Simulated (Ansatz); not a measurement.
In2Au3:
```yaml
crystal:
  lattice:
    - [4.63360, 0.00000, 0.00000]
    - [-2.31680, 4.01281, 0.00000]
    - [0.00000, 0.00000, 5.70401]
  atoms:
    - { symbol: In, position: [0.66667, 0.33333, 0.32184] }
    - { symbol: In, position: [0.33333, 0.66667, 0.67816] }
    - { symbol: Au, position: [0.66667, 0.33333, 0.80781] }
    - { symbol: Au, position: [0.33333, 0.66667, 0.19219] }
    - { symbol: Au, position: [0.00000, 0.00000, 0.00000] }
```

Relaxed with r²SCAN. Special points in fractions of this cell's reciprocal vectors: Γ (0.000, 0.000, 0.000); M (0.500, 0.000, 0.000); K (0.333, 0.333, 0.000); A (0.000, 0.000, 0.500); L (0.500, 0.000, 0.500); H (0.333, 0.333, 0.500).

**Question.** List the band energies nearest the Fermi level at these points for plane-wave PAW r²SCAN (Ansatz code).

**Answer.** In eV from the Fermi level; about four levels below and three above (degenerate sets whole), none deeper than 8.9 eV; points with the same levels are listed once.

| k | below | above |
|---|---|---|
| Γ | -3.34 -3.34 -2.72 -2.38 | 1.67 2.44 2.44 |
| M | -1.55 -1.37 -0.75 -0.14 | 0.90 2.91 4.83 |
| K | -3.51 -3.51 -0.17 -0.17 | 0.98 1.06 1.06 |
| A | -3.57 -3.57 -3.31 -3.31 | 1.29 2.27 2.63 2.63 |
| L | -3.37 -3.28 -3.25 -2.52 | 0.37 1.92 2.38 |
| H | -2.78 -2.31 -2.31 -0.95 | 6.33 6.33 7.14 |

Space group P-3m1 (La2O3 or Ni2Al3 type). The workflow started from a Materials Project entry (that database holds measured and hypothetical structures alike); the Crystallography Open Database copy checked does not list it. Its standing as an ambient phase is unchecked. The cell was relaxed with r²SCAN under the symmetry of its start; its stability against distortions is not shown here. Scalar-relativistic: spin–orbit coupling is off unless named, which matters more the heavier the elements.

Potentials: the earlier of the program's two PAW sets.
